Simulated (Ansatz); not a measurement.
Consider the following.

Sr (fcc, Cu type)

```cif
data_Sr
_chemical_formula_sum 'Sr1'
_space_group_name_H-M_alt 'P 1'
_space_group_IT_number 1
_cell_length_a 4.31346
_cell_length_b 4.31346
_cell_length_c 4.31346
_cell_angle_alpha 60.000
_cell_angle_beta 60.000
_cell_angle_gamma 60.000
loop_
_space_group_symop_operation_xyz
  'x, y, z'
loop_
_atom_site_label
_atom_site_type_symbol
_atom_site_fract_x
_atom_site_fract_y
_atom_site_fract_z
_atom_site_occupancy
Sr1 Sr 0.00000 0.00000 0.00000 1
```

The volume is varied about the relaxed value V₀ at fixed cell shape. Symmetry pins the atoms to their sites.

The numbers are results of r2SCAN (plane waves to 500 eV, PAW, scalar-relativistic; Ansatz, a quantum-chemistry and plane-wave program), not measurements. k mesh 13×13×13 (Γ-centred), Fermi-Dirac smearing 0.05 eV. The energy includes the smearing's −TS. Compression counts positive. Sr was relaxed with its symmetry unable to fall. The PAW data are Ansatz's earlier set. The zero of ΔE is the relaxed starting cell.

The scan covers V/V₀ from 0.940 to 1.060 in 13 points.

Task: What is the fitted pressure derivative B₀′?

Result: 2.6.

Task: What bulk modulus B₀ follows from a third-order Birch-Murnaghan fit?

Result: 11.8 GPa.

(Under strain, the slope of the energy per volume gives the stress and its curvature an elastic modulus.)
